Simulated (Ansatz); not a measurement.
# BiAs: one input, then a changed one

The cell was built from the wurtzite type and relaxed in the same program, and has space group P6_3mc; it needn't be a known or the stable phase.

First run: DFT, PBE, PAW with Ansatz's default frozen-core files, scalar-relativistic (Ansatz 0.2.0).

Command: `ansatz run input.yaml --threads 1 --pin off --max-ram 3072MiB --backend cpu --events-out ev --progress --plain --runs-dir out` The run took about 97 s on 1 thread of a shared machine.

```yaml
crystal:
  lattice:
    - [5.0342678755, 0.0, 0.0]
    - [-2.5171339378, 4.3598038696, 0.0]
    - [0.0, 0.0, 6.4956657388]
  atoms:
    - { symbol: As, position: [0.3333333333, 0.6666666667, -0.0274116503] }
    - { symbol: As, position: [0.6666666667, 0.3333333333, 0.4725883497] }
    - { symbol: Bi, position: [0.3333333333, 0.6666666667, 0.4034116503] }
    - { symbol: Bi, position: [0.6666666667, 0.3333333333, 0.9034116503] }
kpoints:
  mp_grid: { grid: [10, 10, 6] }
  band_path:
    path:
      - [0.0, 0.0, 0.0]
      - [0.5, 0.0, 0.0]
      - [0.3333333333, 0.3333333333, 0.0]
      - [0.0, 0.0, 0.0]
      - [0.0, 0.0, 0.5]
      - [0.5, 0.0, 0.5]
      - [0.3333333333, 0.3333333333, 0.5]
      - [0.0, 0.0, 0.5]
      - [0.5, 0.0, 0.5]
    npoints: 8
scf:
  occupations: { method: fermi_dirac, width: 0.08 }
hamiltonian:
  xc: pbe
  pseudopotentials: { kind: paw }
output:
  forces: true
  stress: true
  eigenvalues: true
  efg: { contact_densities: true }
  populations: true
  bader: true
  dos: { projected: true, de: 0.2, e_range: [-14, 8] }
  write_density: true
  write_potential: true
  elf: true
  volumetric_format: npy
```

Result: converged; pressure 0.01 GPa; gap on the k mesh 0.18 eV; 8 SCF iterations.

No spin–orbit coupling, which matters for the heavy atoms here.

The input is then changed:

```diff
@@ -34,9 +34,5 @@
   efg: { contact_densities: true }
   populations: true
-  bader: true
-  dos: { projected: true, de: 0.2, e_range: [-14, 8] }
-  write_density: true
-  write_potential: true
-  elf: true
-  volumetric_format: npy
+basis:
+  ecutwfc: "600 eV"
```

Task: Predict the outcome of the changed run.

Result: It converged; energy at zero smearing -1.1 meV/atom from the first run; pressure 0.00 GPa; gap on the k mesh 0.18 eV; 8 SCF iterations.

The results part of its log:

```
SCF 1 converged in 8 iterations: F = -34505.088711 eV  dr2 = 1.31e-8
  greatest PAW one-centre occupation: 0.999 electrons in one spin orbital (limit 2), on the As atom at site 1 (counted from 0), in its partial waves of l = 2
NSCF: frozen V_eff on 65 k-points
SCF converged after 8 iterations
Free energy (F): -34505.088711 eV
Harris-Foulkes:  -34505.088711 eV  (|F-HF|=4.39e-8)
Internal energy: -34505.076049 eV  (E = F + TS)
E sigma→0 (E₀):  -34505.082380 eV
Entropy (-TS):   -0.012662 eV (-3.166 meV/atom)
Fermi energy:    7.506563 eV
--- Per-component energies (eV) ---
  E_band       = -851.380754
  E_kinetic    = 806.863407
  E_local      = -7804.271610  (includes V_loc(G=0)·N_el)
  E_nonlocal   = -221.833496
  E_hartree    = 3458.947459
  E_xc         = -459.949686
  E_vxc        = -445.102122  (∫ρ·V_xc dr)
  E_paw        = -24994.413182  (= ΣΔE_a)
  E_vpaw       = -104.936335  (= ΣTr[D̂ρ^β])
  E_aug_tail   = -0.000187  (compensation charges beyond the density's cutoff)
  E_ewald      = -5290.418754
  E_smearing   = -0.012662  (= −TS)
  E_closure    = -0.000000  (closes the sum)
  Σ components = -34505.088711   (vs F -34505.088711, Δ=0.00e0)
--- Forces (eV/Å), atoms counted from 1 ---
  atom   1  As     0.00000000     0.00000000     0.00013267
  atom   2  As    -0.00000000    -0.00000000     0.00013267
  atom   3  Bi     0.00000000     0.00000000    -0.00012482
  atom   4  Bi    -0.00000000    -0.00000000    -0.00012482
  max |Σ_I F_I| component: 1.57e-5 eV/Å
--- Stress (GPa, compression-positive) ---
        0.009306       0.000000       0.000000
        0.000000       0.009306      -0.000000
        0.000000       0.000000      -0.006724
  P = ⅓ Tr σ = 0.0040 GPa (0.040 kbar)
--- PAW observables at the nuclei: V_zz in 10²¹ V/m², potentials from the cell's mean, atoms counted from 1 ---
  atom   1  As V_zz =    +1.346609   η = 0.0000   by run symmetry: allowed
            electrostatic potential = -4513.967005 V   contact ρ = 235519.628716 e/Å³
  atom   2  As V_zz =    +1.346609   η = 0.0000   by run symmetry: allowed
            electrostatic potential = -4513.967005 V   contact ρ = 235519.628716 e/Å³
  atom   3  Bi V_zz =    -4.239912   η = 0.0000   by run symmetry: allowed
            electrostatic potential = -17826.251651 V   contact ρ = 17906492.893767 e/Å³
  atom   4  Bi V_zz =    -4.239912   η = 0.0000   by run symmetry: allowed
            electrostatic potential = -17826.251651 V   contact ρ = 17906492.893767 e/Å³
--- Band table (eV; the first three rows and the last of 56) ---
  k-point 0: bands = ["-28.2899", "-28.2899", "-28.2838", "-28.2838", "-28.2834", "-28.2834", "-28.2810", "-28.2810", "-28.2810", "-28.2810", "-15.8344", "-15.8188", "-15.8182", "-15.8182", "-15.8165", "-15.8165", "-15.8087", "-15.8087", "-15.7966", "-15.7966", "-5.9034", "-4.0071", "-2.2350", "0.2362", "2.9470", "4.0224", "4.0224", "5.5889", "5.5889", "5.6645", "7.6300", "7.6300", "9.6079", "9.6079", "10.0040", "11.2192"]
  k-point 1: bands = ["-28.2899", "-28.2899", "-28.2838", "-28.2838", "-28.2835", "-28.2835", "-28.2810", "-28.2810", "-28.2810", "-28.2810", "-15.8333", "-15.8198", "-15.8186", "-15.8186", "-15.8170", "-15.8170", "-15.8073", "-15.8073", "-15.7971", "-15.7971", "-5.8230", "-4.2480", "-2.0068", "0.0398", "3.2295", "4.1001", "4.1001", "5.4346", "5.4346", "5.9297", "7.7495", "7.7495", "9.1698", "9.4180", "9.4180", "11.4571"]
  k-point 2: bands = ["-28.2899", "-28.2899", "-28.2837", "-28.2837", "-28.2835", "-28.2835", "-28.2810", "-28.2810", "-28.2810", "-28.2810", "-15.8303", "-15.8225", "-15.8191", "-15.8191", "-15.8180", "-15.8180", "-15.8043", "-15.8043", "-15.7986", "-15.7986", "-5.5860", "-4.7305", "-1.5299", "-0.4278", "4.0231", "4.3248", "4.3248", "5.0739", "5.0739", "6.1132", "8.0579", "8.0579", "8.3830", "8.9786", "8.9786", "10.6956"]
  k-point 55: bands = ["-28.2898", "-28.2898", "-28.2837", "-28.2837", "-28.2836", "-28.2836", "-28.2810", "-28.2810", "-28.2810", "-28.2810", "-15.8270", "-15.8270", "-15.8154", "-15.8154", "-15.8140", "-15.8140", "-15.8030", "-15.8030", "-15.8024", "-15.8024", "-4.2399", "-4.2399", "-2.8629", "-2.8629", "3.3221", "3.3221", "5.3756", "5.3756", "6.7546", "6.7546", "8.1072", "8.1072", "8.8620", "8.8620", "11.1737", "11.1737"]
--- Löwdin populations: 4 sites ---
  site symbol       q [e]
     0     As     15.3299
     1     As     15.3299
     2     Bi     14.6108
     3     Bi     14.6108
  spilling = 0.001976 (of n_electrons = 60.000000)
```
